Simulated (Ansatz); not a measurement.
Ansatz (an electronic-structure program) input:

Ansatz 0.2 input:
```yaml
crystal:
  lattice:
    - [3.0755447095, 0.0, 0.0]
    - [-1.5377723548, 2.6634998489, 0.0]
    - [0.0, 0.0, 12.4029322997]
  atoms:
    - { symbol: Ga, position: [0.3333333333, 0.6666666667, 0.1503477768] }
    - { symbol: Ga, position: [0.6666666667, 0.3333333333, 0.6503477768] }
    - { symbol: Ga, position: [0.6666666667, 0.3333333333, 0.8496522232] }
    - { symbol: Ga, position: [0.3333333333, 0.6666666667, 0.3496522232] }
    - { symbol: O, position: [0.3333333333, 0.6666666667, 0.5945735049] }
    - { symbol: O, position: [0.6666666667, 0.3333333333, 0.0945735049] }
    - { symbol: O, position: [0.6666666667, 0.3333333333, 0.4054264951] }
    - { symbol: O, position: [0.3333333333, 0.6666666667, 0.9054264951] }
kpoints:
  mp_grid: { grid: [9, 9, 2] }
hamiltonian:
  xc: r2scan
  dispersion: d4
  pseudopotentials: { azcp: { folder: ./paw }, kind: paw }
scf:
  occupations: { method: fixed }
output:
  optics: { e_range: [0.0, 15.0], de: 0.05, sigma: 0.1, bands: { spectra_wanted_up_to: 12 eV } }
```

Output (shortened):

```
output.optics: the spectra are integrated over the Brillouin zone by k·p interpolation around the k-points, where levels, occupations, output.optics.sigma and …
Pseudopotential: Ga, paw, valence charge 13
Pseudopotential: O, paw, valence charge 6
Functional definition: r2SCAN
Crystal: 8 atoms, lattice volume = 101.601 Å³
Basis set: ecut = 500 eV, 2589 PW (Γ), exchange–correlation on 96×96×384 points (64 copies of the dense FFT grid, shifted against one another)
Bands: 46, of which v1, the nominal top of the filled ones, is band 38 counted from 1 (37 counted from 0)
Symmetry: 24 space group operations
Space group: P63/mmc (ITA 194), of the structure as read, at distance tolerance 4.7e-5 Å
k-points: 24 of 162
SCF iter   1: F=—  HF=-17442.168707 eV  |F-HF|=—  |Δ(HF+E_count)|=         —  Δρ=1.08e-1  dr2=1.31e1  dr2_τ=1.24e-1  ethr=3.10e-3  ⟨swp⟩=4.5  Hψ=3482  notcnv=0  defer=138
preconditioner: auto → Resta (q_TF=auto, 2.599 Å⁻¹)
SCF iter   2: F=—  HF=-17439.523390 eV  |F-HF|=—  |Δ(HF+E_count)|=    2.65e0  Δρ=5.15e-2  dr2=2.90e0  dr2_τ=8.32e-2  ethr=3.10e-3  ⟨swp⟩=2.6  Hψ=2258  notcnv=0  defer=141
SCF iter   3: F=—  HF=-17438.931222 eV  |F-HF|=—  |Δ(HF+E_count)|=   5.92e-1  Δρ=2.78e-2  dr2=7.71e-1  dr2_τ=8.17e-2  ethr=3.10e-3  ⟨swp⟩=2.1  Hψ=2198  notcnv=0  defer=127
SCF iter   4: F=—  HF=-17438.758516 eV  |F-HF|=—  |Δ(HF+E_count)|=   1.73e-1  Δρ=6.95e-3  dr2=3.23e-2  dr2_τ=1.49e-3  ethr=1.01e-3  ⟨swp⟩=2.2  Hψ=1887  notcnv=0  defer=143
SCF iter   5: F=—  HF=-17438.778612 eV  |F-HF|=—  |Δ(HF+E_count)|=   2.01e-2  Δρ=2.12e-3  dr2=4.39e-3  dr2_τ=3.02e-4  ethr=4.25e-5  ⟨swp⟩=2.0  Hψ=2088  notcnv=0  defer=144
SCF iter   6: F=—  HF=-17438.777474 eV  |F-HF|=—  |Δ(HF+E_count)|=   1.14e-3  Δρ=6.98e-4  dr2=3.15e-4  dr2_τ=2.06e-5  ethr=5.77e-6  ⟨swp⟩=2.1  Hψ=1972  notcnv=0  defer=144
SCF iter   7: F=—  HF=-17438.777417 eV  |F-HF|=—  |Δ(HF+E_count)|=   5.69e-5  Δρ=2.90e-4  dr2=6.22e-5  dr2_τ=2.35e-6  ethr=4.15e-7  ⟨swp⟩=2.0  Hψ=1850  notcnv=0  defer=144
SCF iter   8: F=—  HF=-17438.777498 eV  |F-HF|=—  |Δ(HF+E_count)|=   8.02e-5  Δρ=4.43e-5  dr2=1.89e-6  dr2_τ=6.75e-8  ethr=8.18e-8  ⟨swp⟩=2.0  Hψ=1863  notcnv=0  defer=82
SCF iter  12: F=-17438.777499 eV  HF=-17438.777499 eV  |F-HF|=3.64e-12  |Δ(HF+E_count)|=  3.64e-11  Δρ=5.49e-8  dr2=3.57e-12  dr2_τ=1.91e-13  ethr=1.00e-12  ⟨swp⟩=9.8  Hψ=4290  notcnv=0
SCF 1 converged in 12 iterations: F = -17438.777499 eV  dr2 = 3.57e-12
NSCF: frozen V_eff on 24 k-points
Optics k sum: 0 of 24 k-points
Optics k sum: 2 of 24 k-points
Optics k sum: 3 of 24 k-points
Optics k sum: 4 of 24 k-points
Optics k sum: 5 of 24 k-points
Optics k sum: 6 of 24 k-points
Optics k sum: 8 of 24 k-points
Optics k sum: 9 of 24 k-points
Optics k sum: 10 of 24 k-points
Optics k sum: 11 of 24 k-points
Optics k sum: 12 of 24 k-points
Optics k sum: 14 of 24 k-points
Optics k sum: 15 of 24 k-points
Optics k sum: 16 of 24 k-points
Optics k sum: 17 of 24 k-points
Optics k sum: 18 of 24 k-points
Optics k sum: 20 of 24 k-points
Optics k sum: 21 of 24 k-points
Optics k sum: 22 of 24 k-points
Optics k sum: 23 of 24 k-points
Optics k sum: 24 of 24 k-points
Optics k sum: 0 of 24 k-points
Optics k sum: 2 of 24 k-points
Optics k sum: 3 of 24 k-points
Optics k sum: 4 of 24 k-points
Optics k sum: 5 of 24 k-points
Optics k sum: 6 of 24 k-points
Optics k sum: 8 of 24 k-points
Optics k sum: 9 of 24 k-points
Optics k sum: 10 of 24 k-points
Optics k sum: 11 of 24 k-points
Optics k sum: 12 of 24 k-points
Optics k sum: 14 of 24 k-points
Optics k sum: 15 of 24 k-points
Optics k sum: 16 of 24 k-points
Optics k sum: 17 of 24 k-points
Optics k sum: 18 of 24 k-points
Optics k sum: 20 of 24 k-points
Optics k sum: 21 of 24 k-points
Optics k sum: 22 of 24 k-points
Optics k sum: 23 of 24 k-points
Optics k sum: 24 of 24 k-points
NSCF: frozen V_eff on 1 k-points
NSCF: frozen V_eff on 1 k-points
output.optics: what the bands over the 66 summed would add to eps1, eps2 and the energy-loss function is held between a lower and an upper bound (9 Lanczos …
SCF converged after 12 iterations
Free energy (F): -17438.777499 eV
Harris-Foulkes:  -17438.777499 eV  (|F-HF|=3.64e-12)
Internal energy: -17438.777499 eV  (E = F + TS)
E sigma→0 (E₀):  -17438.777499 eV
Fermi energy:    7.807609 eV
--- Per-component energies (eV) ---
  E_band       = -237.114999
  E_kinetic    = 1124.297838
  E_local      = -6866.504285  (includes V_loc(G=0)·N_el)
  E_nonlocal   = -146.592668
  E_hartree    = 4071.850253
  E_xc         = -511.426768
  E_vxc        = -635.773208  (∫ρ·V_xc dr)
  E_paw        = -8700.301566  (= ΣΔE_a)
  E_vpaw       = -1894.166933  (= ΣTr[D̂ρ^β])
  E_aug_tail   = 0.001113  (compensation charges beyond the density's cutoff)
  E_vtau       = 37.922657  (kinetic-family band-sum trace: ∫τ·v_τ [+ j·A + Jᵃ·Aᵃ] dr)
  E_ewald      = -6406.449720
  E_disp       = -0.911668  (pairwise vdW)
  E_core_change = -2.740026  (= ΣΔE_core)
  E_smearing   =  0.000000  (= −TS)
  E_closure    = 0.000000  (closes the sum)
  Σ components = -17438.777499   (vs F -17438.777499, Δ=0.00e0)
  [band-id]    e_kinetic+e_local+e_nonlocal+2·e_hartree+e_vxc+e_vpaw+e_augmentation_tail+e_vtau = -237.114982   (vs E_band -237.114999, Δ=1.70e-5)
--- Band table (eV; the first three rows and the last of 24) ---
  k-point 0: bands = ["-12.6530", "-12.5833", "-12.3211", "-12.2452", "-6.5880", "-6.5880", "-6.5841", "-6.5841", "-6.5449", "-6.5449", "-6.5418", "-6.5418", "-6.4720", "-6.3929", "-6.2589", "-6.2589", "-6.2578", "-6.2578", "-6.1073", "-6.1073", "-6.1052", …
  k-point 1: bands = ["-12.6220", "-12.6220", "-12.2793", "-12.2793", "-6.5861", "-6.5861", "-6.5861", "-6.5861", "-6.5433", "-6.5433", "-6.5433", "-6.5433", "-6.4373", "-6.4373", "-6.2584", "-6.2584", "-6.2584", "-6.2584", "-6.1062", "-6.1062", "-6.1062", …
  k-point 2: bands = ["-12.5752", "-12.5104", "-12.2582", "-12.1883", "-6.5762", "-6.5747", "-6.5604", "-6.5560", "-6.5160", "-6.5160", "-6.5137", "-6.5125", "-6.4422", "-6.3660", "-6.2718", "-6.2703", "-6.2599", "-6.2586", "-6.1365", "-6.1251", "-6.1102", …
  k-point 23: bands = ["-11.8246", "-11.8246", "-11.8010", "-11.8010", "-6.4852", "-6.4852", "-6.4225", "-6.4225", "-6.3524", "-6.3524", "-6.3195", "-6.3195", "-6.2672", "-6.2672", "-6.2178", "-6.2178", "-6.1795", "-6.1795", "-6.0102", "-6.0102", "-5.6295", …
```

Cost: about 4 core-minutes (a rough figure) on shared cores.

Space group P6_3/mmc. The start of the workflow was typed in or built on a structure type; neither database checked (COD, Materials Project) lists it. Its standing as an ambient phase is unchecked. The cell was relaxed with r²SCAN+D4 under the symmetry of its start; whether a distortion lowers the energy is not shown. Spin–orbit coupling is left out wherever it is not named.

Potentials: the earlier of the program's two PAW sets.

Ansatz is a plane-wave DFT program.
